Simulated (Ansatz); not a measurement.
## 4 guesses for Cd2S and where they end

Method: DFT PBE, scalar-relativistic, plane waves, PAW in Ansatz. Settings: cutoff 420 eV, Γ-centred meshes spaced at most about 0.3 Å⁻¹, and about 0.25 Å⁻¹ or finer for metals (2π included), Gaussian smearing. No spin polarisation in the final relaxations.

Each guess was relaxed in cell and atoms at zero pressure, within the symmetry of its start. These are static total energies at zero pressure. Coordination counts S atoms around Cd (those within 1.25 times the shortest such distance or 1.15 times the sum of covalent radii; a slash parts the counts of unlike sites).

| guess | made from | start group | V start (Å³/atom) | end group | V end (Å³/atom) | coordination at the end | gap on mesh (eV) | E over the lowest end (meV/atom) |
| --- | --- | --- | --- | --- | --- | --- | --- | --- |
| 1 | random cell | P4mm | 29.0 | P4/mmm | 35.3 | Cd 2 | 0 | 441 |
| 2 | random cell | Pn-3m | 29.4 | Pn-3m (cuprite) | 34.8 | Cd 2 | 0 | 424 |
| 3 | a Materials Project cell | P3m1 | 26.3 | P3m1 | 26.3 | Cd 1/3 | 0.12 | 0 |
| 4 | random cell | I4/mmm | 24.6 | ? | ? | ? | ? | ? |

Guess 4 as it starts:

```yaml
crystal:
  lattice:
    - [-2.23378, 2.23378, 3.70430]
    - [2.23378, -2.23378, 3.70430]
    - [2.23378, 2.23378, -3.70430]
  atoms:
    - { symbol: Cd, position: [0.68372, 0.68372, 0.00000] }
    - { symbol: Cd, position: [0.31628, 0.31628, 0.00000] }
    - { symbol: S, position: [0.00000, 0.00000, 0.00000] }
```

**Question.** Predict the end of this guess and its energy over the lowest end.

**Answer.** It ends in space group I4/mmm (No. 139), with a = 5.212 Å, c = 7.406 Å, 33.5 Å³/atom and a gap of 0.23 eV. It lies 296 meV/atom over the lowest end, above guess 3 and below guess 2. Counting S atoms around Cd, this end has Cd 1 and the lowest (guess 3) has Cd 1/3.

```
Cd S
1.0
    -2.60598    2.60598    3.70297
     2.60598   -2.60598    3.70297
     2.60598    2.60598   -3.70297
Cd S
2 1
Direct
  0.67535 0.67535 0.00000
  0.32465 0.32465 0.00000
  0.00000 0.00000 0.00000
```

Formation energies are uncorrected and refer to the elements' standard structures at the same level.

**Question.** Is the lowest end bound against the elements?

**Answer.** Yes: its formation energy is −0.222 eV/atom. It lies below the elements, which doesn't yet make it stable against other compounds or structures.

No dispersion correction is applied, so the spacing and binding between layers, chains or molecules are poorly described (I4/mmm, P4/mmm), and this can change margins and order among such cells. Kohn–Sham gaps at this level usually fall short of measured ones. The reference form of S is held partly by dispersion forces, which this level lacks. Cells relaxed within their symmetry can be saddle points. Some types were kept out of the candidates beforehand, so the set may lack a known form.
